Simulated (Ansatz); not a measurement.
Values for one crystal, relaxed and computed with plane-wave PAW LDA (Ansatz code); other levels are named.

* **Volume per atom**: 10.14 Å³
* **Band gap**: 2.13 eV (indirect)
* **Mechanical stability**: stable (all eigenvalues of C positive)
* **Poisson's ratio**: 0.18
* **Young's modulus**: 449 GPa
* **Debye temperature from the elastic constants**: 1150 K
* **Hole effective mass, band 2 of 2 at the edge**: 0.33 along x, 1.6 along z (mₑ)

Q: Which compound is it?
(A) SiO2, Pn-3m (Si on 2a, O on 4b)
(B) SiC, wurtzite
(C) MgO, wurtzite
(D) SiNF, Pmn2_1 (Si on 2a, N on 2a, F on 2a)

A: B, SiC, wurtzite

Space group P6_3mc (wurtzite). The cell was relaxed with LDA under the symmetry of its start.

Potentials: the earlier of the program's two PAW sets. The files were generated under PBE; for other functionals the program regenerates the frozen cores, and for LDA and PBEsol the local potential too.
